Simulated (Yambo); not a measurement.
```xyz
12
Lattice="4.9756 0.0000 0.0000 0.0000 4.9756 0.0000 0.0000 0.0000 6.9009" Properties=species:S:1:pos:R:3 pbc="T T T"
O      3.0371     3.6732     4.7067
O      3.7902     0.5493     2.9815
O      1.9385     1.3024     1.2562
O      1.1854     4.4263     6.4319
O      0.5493     3.7902     3.9194
O      1.3024     1.9385     5.6447
O      4.4263     1.1854     0.4690
O      3.6732     3.0371     2.1942
Si     0.9789     0.9789     0.0000
Si     1.5088     3.4667     5.1757
Si     3.9966     3.9966     3.4504
Si     3.4667     1.5088     1.7252
```

The geometry is that of Materials Project entry mp-7029, symmetrised and not relaxed again.

**Question.** Where are the main features of Im ε from RPA with local fields on PBEsol bands (Yambo; 4×4×2 mesh, 132 bands, 3 Ry local-field block, 0.2 eV broadening; field along z)?

**Answer.** Peaks at 9.4 eV (2.4), 10.5 eV (2.2), 14.1 eV (2.1), 15.2 eV (2.0), heights in brackets. Peak heights and small wiggles depend on the k mesh. Convergence of the RPA response with its 4×4×2 mesh was not tested. No excitonic effects at this level. 

This is not the ordinary phase of the substance.
